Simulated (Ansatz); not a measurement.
CuO2: changing the functional

The cell as given:

```cif
data_structure
_symmetry_space_group_name_H-M 'P 1'
_symmetry_Int_Tables_number 1
_cell_length_a 5.3988
_cell_length_b 5.3988
_cell_length_c 4.3434
_cell_angle_alpha 90.000
_cell_angle_beta 90.000
_cell_angle_gamma 149.664
_cell_volume 63.94
loop_
_atom_site_label
_atom_site_type_symbol
_atom_site_fract_x
_atom_site_fract_y
_atom_site_fract_z
_atom_site_occupancy
Cu1 Cu 0.16725 0.83275 0.75000 1
Cu2 Cu 0.83275 0.16725 0.25000 1
O1 O 0.78897 0.21103 0.75000 1
O2 O 0.21103 0.78897 0.25000 1
O3 O 0.55149 0.44851 0.75000 1
O4 O 0.44851 0.55149 0.25000 1
```

The cell comes from a database or a generator and needn't be the stable form of this composition.

Kept alike: task relaxation of cell and atoms; k mesh 10 × 10 × 6; occupations fermi-dirac, width 0.05 eV; no spin polarisation. Program: Ansatz, Ansatz PAW. Cutoffs run from 420 to 500 eV. The mesh is that of the run's cell of 6 atoms. No spin-orbit coupling.

| run | volume (Å³/atom) | first edge of the run's cell (Å) | third edge of the run's cell (Å) |
| --- | --- | --- | --- |
| A | 9.683 | 5.063 | 4.328 |
| B | 10.465 | 5.277 | 4.408 |
| C | 9.302 | 5.044 | 4.079 |

The relaxations keep at least the cell's symmetry (Cmcm). For a metal such a mesh leaves the last digits unconverged. Relaxations stop with a little pressure left, so the last digits of a volume or edge aren't settled. Runs of this series that gave no sound value for these columns are left out. Ansatz's relaxations hold a Pulay term in the stress (up to 1.0 GPa here). All rows use potentials made for PBE.

Q: The runs differ in the functional (and the cutoff that goes with it) alone: PBE; PBEsol; r2SCAN. Which run is which?

A: Run A is r2SCAN; run B is PBE; run C is PBEsol. The volume runs from 9.302 (PBEsol) to 10.465 Å³/atom (PBE). From PBE: PBEsol -1.163; r2SCAN -0.782. The first edge of the run's cell runs from 5.044 (PBEsol) to 5.277 Å (PBE). From PBE: PBEsol -0.233; r2SCAN -0.214. The third edge of the run's cell runs from 4.079 (PBEsol) to 4.408 Å (PBE). From PBE: PBEsol -0.329; r2SCAN -0.080.
